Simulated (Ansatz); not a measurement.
TePt:
Space group P6₃/mmc (No. 194); a = 4.2407 Å, b = 4.2407 Å, c = 5.6241 Å, α = 90.00°, β = 90.00°, γ = 120.00°

| atom | site | symmetry | x | y | z |
|---|---|---|---|---|---|
| Pt | 2a | -3m. | 0.0000 | 0.0000 | 0.0000 |
| Te | 2c | -6m2 | 0.3333 | 0.6667 | 0.2500 |

Relaxed at zero pressure with plane-wave PAW r²SCAN (Ansatz code).

Task: The volume is raised by 6 % and shape and atoms relax at that volume. What pressure results, and how do the axes share the change?

Result: -6.4 GPa; a 2.0 %, b 2.0 %, c 1.8 %; the energy rises by 28 meV/atom.

Task: Give the new structure.

Result: 
Space group P6₃/mmc (No. 194); a = b = 4.3273 Å, c = 5.7254 Å, α = β = 90.00°, γ = 120.00°

| atom | site | symmetry | x | y | z |
|---|---|---|---|---|---|
| Pt | 2a | -3m. | 0.0000 | 0.0000 | 0.0000 |
| Te | 2c | -6m2 | 0.3333 | 0.6667 | 0.2500 |

The phase is kept; no other phase was compared at this pressure.

Space group P6_3/mmc (NiAs type). The workflow started from an entry of the Crystallography Open Database (COD), which files this formula under 2 space groups. Its standing as an ambient phase is unchecked. Symmetry was held in the r²SCAN relaxation; its stability against distortions is not shown here. No spin polarisation was allowed. Spin–orbit coupling is left out wherever it is not named.

Potentials: the later of the program's two PAW sets.
